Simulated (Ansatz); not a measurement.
CsCl (rock salt, space group No. 225), r²SCAN (plane waves, PAW; program Ansatz). The conduction-band minimum lies at Γ, with 1 equivalent valley. Second derivatives d²E/dk² of the lowest band at one valley (eV·Å²), along Cartesian directions:

```tsv
direction	d²E/dk²
[100]	18.17
[010]	18.17
[001]	18.17
[110]	18.17
[101]	18.17
[011]	18.17
```

Find the principal effective masses, the density-of-states mass and the conductivity mass.

Off-diagonal terms follow from H_xy = H[110] − (H_xx + H_yy)/2, and m*/mₑ = 7.620 eV·Å² over each eigenvalue: 0.42, 0.42, 0.42. One valley's DOS mass (m₁m₂m₃)^(1/3) = 0.42, conductivity mass 3/(Σ 1/mᵢ) = 0.42 mₑ.

What effective density of states Nc follows at 300 K for parabolic valleys?

Nc = 2.509e19 × 1 × (0.42)^(3/2) ≈ 6.8e18 cm⁻³.

Space group Fm-3m (rock salt). The workflow started from a Materials Project entry (that database holds measured and hypothetical structures alike); the Crystallography Open Database files this formula in space group No. 225, but the cells were not matched. It is not the phase usual at ambient conditions (space group No. 221). Symmetry was held in the r²SCAN relaxation; whether a distortion lowers the energy is not shown. Scalar-relativistic: spin–orbit coupling is off unless named, which matters more the heavier the elements.

Potentials: the earlier of the program's two PAW sets.

Edges and masses are those of Kohn–Sham bands, whose gap is no quasiparticle gap.
